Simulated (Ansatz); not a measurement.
ZrC:
Space group Fm-3m (No. 225); a = b = c = 4.708 Å, α = β = γ = 90.00°

```json
[
 {"atom": "C", "site": "4a", "symmetry": "m-3m", "x": "0.0000", "y": "0.0000", "z": "0.0000"},
 {"atom": "Zr", "site": "4b", "symmetry": "m-3m", "x": "0.5000", "y": "0.5000", "z": "0.5000"}
]
```
(The calculation used a cell of 2 atoms; values per cell refer to that cell.)

Relaxed with PBE.

Q: Decompose the optical modes at the zone centre into irreducible representations, and say which are infrared and Raman allowed.

A: Point group m-3m: Γ_opt = T1u. Infrared: T1u. Raman: none.

Q: Assign frequencies (DFPT, PBE (plane waves, PAW; program Ansatz)).

A: T1u 421 cm⁻¹.

Symmetry was held in the PBE relaxation; of distortions, only those at the zone centre were tested. No spin polarisation was allowed. As this level gives no gap, phonon frequencies hold no LO–TO term and depend on the k-mesh and smearing (Fermi–Dirac, 0.1 eV here).

Potentials: the later of the program's two PAW sets.
